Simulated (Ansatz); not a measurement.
Q: Each is relaxed and computed with plane-wave PAW PBE (Ansatz code). Which is the only metal?
A. SiO2, rutile
B. SiSe2, anatase
C. YbSi2, P4/mmm (Si on 2f, Yb on 1b)
D. SiGe, R-3m (Si on 6c, Ge on 6c)

A: C, YbSi2, P4/mmm (Si on 2f, Yb on 1b). YbSi2: metal; SiGe: gap 0.38 eV (indirect); SiSe2: gap 0.31 eV (indirect); SiO2: gap 5.04 eV (direct). The 4f shell is in the valence, and the state reached may lie above the lowest one. Constructed cells (a structure type filled with these elements, in neither database checked): YbSi2, P4/mmm (Si on 2f, Yb on 1b); SiSe2, anatase. Typed or built starts, not in the databases checked: SiGe, R-3m (Si on 6c, Ge on 6c). Not the usual ambient phase: SiO2, rutile. Began spin-polarised and lost the moments: YbSi2, P4/mmm (Si on 2f, Yb on 1b). All cells were relaxed under the symmetry of their starts (and spin orders); stability against distortions was not tested throughout. No Hubbard U is applied. Spin–orbit coupling is left out wherever it is not named.

Potentials: the later of the program's two PAW sets.
